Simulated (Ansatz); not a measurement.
NbSn$_{2}$:
```
CELL_PARAMETERS angstrom
      0.00000     4.89622     9.52692
      2.81996     0.00000     9.52692
      2.81996     4.89622     0.00000
ATOMIC_POSITIONS crystal
  Nb 0.12315 0.12315 0.37685
  Nb 0.37685 0.37685 0.12315
  Nb 0.12685 0.12685 0.87315
  Nb 0.87315 0.87315 0.12685
  Sn 0.08075 0.41925 0.08075
  Sn 0.41925 0.08075 0.41925
  Sn 0.16925 0.83075 0.16925
  Sn 0.83075 0.16925 0.83075
  Sn 0.83265 0.83265 0.66735
  Sn 0.66735 0.66735 0.83265
  Sn 0.41735 0.41735 0.58265
  Sn 0.58265 0.58265 0.41735
```

Relaxed with PBEsol. Special points in fractions of this cell's reciprocal vectors: Γ (0.000, 0.000, 0.000); Y (0.500, 0.000, 0.500); T (1.000, 0.500, 0.500); Z (0.500, 0.500, 0.000); Σ0 (0.000, 0.355, 0.355); U0 (1.000, 0.645, 0.645); C0 (0.500, 0.189, 0.689); A0 (0.500, 0.811, 0.311); L (0.500, 0.500, 0.500).

Task: List the band energies nearest the Fermi level at these points for PBEsol (plane waves, PAW; program Ansatz).

Result: In eV from the Fermi level; about four levels below and three above (degenerate sets whole), none deeper than 8.9 eV; points with the same levels are listed once.

```json
[
 {"k": "Γ", "below": "-1.05 -0.96 -0.44 -0.39", "above": "0.68 0.69 1.80"},
 {"k": "Y", "below": "-0.85 -0.85 -0.41 -0.41", "above": "0.15 0.15 0.35 0.35"},
 {"k": "T", "below": "-0.55 -0.55 -0.31 -0.31", "above": "0.50 0.50 0.72 0.72"},
 {"k": "Z", "below": "-0.64 -0.64 -0.29 -0.29", "above": "0.69 0.69 1.93 1.93"},
 {"k": "Σ0", "below": "-0.58 -0.49 -0.44 -0.20", "above": "0.16 0.74 0.84"},
 {"k": "C0", "below": "-0.50 -0.50 -0.43 -0.43", "above": "0.28 0.28 1.07 1.07"},
 {"k": "L", "below": "-0.89 -0.69 -0.53 -0.14", "above": "0.14 0.48 0.69"}
]
```

Space group Fddd. The workflow started from a Materials Project entry (that database holds measured and hypothetical structures alike); the Crystallography Open Database files this formula in space group No. 70, but the cells were not matched. Its standing as an ambient phase is unchecked. The PBEsol relaxation kept the symmetry of its start; its stability against distortions is not shown here. No spin polarisation was allowed. Scalar-relativistic: spin–orbit coupling is off unless named, which matters more the heavier the elements.

Potentials: the later of the program's two PAW sets.
